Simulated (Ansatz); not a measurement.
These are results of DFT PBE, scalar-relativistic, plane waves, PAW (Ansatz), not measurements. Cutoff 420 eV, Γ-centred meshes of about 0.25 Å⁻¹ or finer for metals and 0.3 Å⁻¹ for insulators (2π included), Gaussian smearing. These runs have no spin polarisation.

A search over trial structures of B4N3 gave this relaxed cell.

```xyz
7
Lattice="4.8550 0.0000 0.0000 -2.4275 4.2046 0.0000 0.0000 0.0000 3.2553" Properties=species:S:1:pos:R:3 pbc="T T T"
B     2.4275    0.0783    0.0000
B     3.5735    2.0631    0.0000
B     1.2816    2.0631    0.0000
B     0.0000    0.0000    0.0000
N    -1.2171    3.5057    0.0000
N     1.2171    3.5057    0.0000
N     0.0000    1.3977    0.0000
```

Wave vectors count in units of this cell's reciprocal vectors.

Question: Is this structure dynamically stable?

Answer: No. The phonons on a 2×2×2 q mesh of the computed 7-atom cell go imaginary, to 314i cm⁻¹ at q = (0.00, 0.00, -0.50). (Phonon run: 6×6×10 k mesh, Gaussian smearing of 0.10 eV.) With atoms moved at random and symmetry off, it falls by 34 meV/atom into C2 (No. 5). Conventional cell: a = 4.932 Å, b = 8.408 Å, c = 3.331 Å, β = 120.4°. B on a site of symmetry 1 has 2 N at 1.45–1.49 Å; B on a site of symmetry 2 is surrounded by 2 N at 1.43 Å; B on a second site of symmetry 2 has 3 N at 1.42 Å; around N on a site of symmetry 2 lie 3 B at 1.42–1.45 Å; 1 more site not described.

```yaml
crystal:
  lattice:
    - [2.46585, -4.20385, 0.00000]
    - [2.46585, 4.20385, 0.00000]
    - [-1.68427, 0.00000, 2.87390]
  atoms:
    - { symbol: B, position: [0.05511, 0.54829, 0.67740] }
    - { symbol: B, position: [0.45171, 0.94489, 0.32260] }
    - { symbol: B, position: [0.49578, 0.50422, 0.50000] }
    - { symbol: B, position: [0.00067, 0.99933, 0.50000] }
    - { symbol: N, position: [0.83208, 0.16792, 0.50000] }
    - { symbol: N, position: [0.84484, 0.68024, 0.54243] }
    - { symbol: N, position: [0.31976, 0.15515, 0.45757] }
```

Weakly bound directions are ill-defined at this level, which has no dispersion term. An odd number of electrons in the primitive cell allows no gap without spin; a larger cell or a magnetic state could open one. Phonons of metals hang on the k mesh and the smearing.
